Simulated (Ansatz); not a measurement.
Structures of LiH$_{2}$: which is lowest?

Plane-wave DFT in Ansatz with scalar-relativistic PAW potentials, cutoff 420 eV, Γ-centred meshes chosen by cell and gap, Gaussian smearing with energies taken to zero width. Every cell was relaxed (cell and atoms) in a run of its own, within the symmetry of its start. Functional: PBE.

Relaxed structures (starts from databases or built by putting these elements on another compound's sites):
A. R3m, 3 atoms in the computed cell, a = 3.187 Å, c = 7.727 Å; sites (symmetry × multiplicity) Li 3m × 3, H 3m × 3 + 3m × 3; start: built
B. P6/mmm, 3 atoms in the computed cell, a = 2.916 Å, c = 2.466 Å; sites (symmetry × multiplicity) Li 6/mmm × 1, H -6m2 × 2; start: built
C. Immm, 6 atoms in the computed cell, a = 3.143 Å, b = 3.552 Å, c = 3.558 Å; sites (symmetry × multiplicity) Li mmm × 2, H 2mm × 4; start: built

**Question.** Rank them by energy. Could pressure change the order?

**Answer.**
| structure | group | E − E(lowest) (meV/atom) | V (Å³/atom) | gap on mesh (eV) |
| --- | --- | --- | --- | --- |
| C | Immm | 0.0 | 6.62 | 0.00 |
| B | P6/mmm | 34 | 6.05 | 0.00 |
| A | R3m | 55 | 7.55 | 0.00 |

C is lowest, 34 meV/atom under B. B is denser by 0.57 Å³/atom, so pressure favours it: ΔE/ΔV, with ΔE in eV and 1 eV/Å³ = 160.2 GPa, gives about 10 GPa for equal enthalpy if both cells were rigid, a rough figure since the two compress differently. Other structures may lie lower than all of these, and vibrations aren't counted.